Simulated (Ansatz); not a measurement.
The cell below belongs to a search over invented structures; it isn't taken from experiment.

Input and command of a plane-wave DFT calculation in Ansatz:

```yaml
crystal:
  lattice:
    - [3.630965651, 0.0, 0.0]
    - [-1.8154828255, 3.144508494, 0.0]
    - [0.0, 0.0, 14.7190771926]
  atoms:
    - { symbol: Nb, position: [0.3333333333, 0.6666666667, 0.0] }
    - { symbol: Te, position: [0.3333333333, 0.6666666667, 0.3788137674] }
    - { symbol: Te, position: [0.6666666667, 0.3333333333, 0.873470309] }
    - { symbol: Te, position: [0.3333333333, 0.6666666667, 0.6211862326] }
    - { symbol: Te, position: [0.6666666667, 0.3333333333, 0.126529691] }
    - { symbol: Mo, position: [0.6666666667, 0.3333333333, 0.5] }
basis:
  ecutwfc: 420
kpoints:
  mp_grid: { grid: [12, 12, 4] }
hamiltonian:
  xc: pbe
scf:
  occupations: { method: gaussian, width: 0.1 }
output:
  forces: true
  stress: true
  eigenvalues: true
  write_density: true
  write_potential: true
  elf: true
  volumetric_format: npy
relax:
  adjacent_minimum: "off"
  f_tol: 0.01
  max_steps: 80
  cell: { stress_tol: 0.05 }
```

```bash
ansatz run input.yaml --threads 1 --pin off --max-ram 2560MiB --backend cpu --events-out ev --progress --plain --runs-dir out
```

Processor: Arm Neoverse V1, 1 thread, on a host shared with other jobs.

**Question.** Estimate time, memory and problem size.

**Answer.** About 6.1 min, peak memory 0.66 GiB. It solves 55 bands at 57 k points (after reduction by symmetry) with about 3217 plane waves (on the last cell), in 40 SCF iterations over 5 ionic steps.
